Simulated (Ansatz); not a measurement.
Bi (A7 (α-As type), R-3m) at seven volumes, DFT-r²SCAN in the program Ansatz with PAW potentials, shape and atoms relaxed at each. One row is withheld.

```json
[
 {"V (Å³/atom)": "33.418", "P (GPa)": "3.44"},
 {"V (Å³/atom)": "34.520", "P (GPa)": "?"},
 {"V (Å³/atom)": "35.621", "P (GPa)": "0.84"},
 {"V (Å³/atom)": "36.723", "P (GPa)": "0.00"},
 {"V (Å³/atom)": "37.825", "P (GPa)": "-0.66"},
 {"V (Å³/atom)": "38.926", "P (GPa)": "-1.09"},
 {"V (Å³/atom)": "40.028", "P (GPa)": "-1.36"}
]
```

Task: Fit the shown pressures and predict the withheld one.

Result: P = (3/2)B₀(x^(7/2) − x^(5/2))[1 + (3/4)(B′ − 4)(x − 1)] with x = (V₀/V)^(2/3). Least squares on the six rows gives V₀ = 36.699 Å³/atom, B₀ = 24.3 GPa, B′ = 9.29. At V = 34.520, x = 1.0417 and P = 1.96 GPa. The run itself gave 2.01 GPa.

The r²SCAN relaxation kept the symmetry of its start; of distortions, only those at the zone centre were tested. Spin–orbit coupling is left out wherever it is not named.

Potentials: the earlier of the program's two PAW sets.
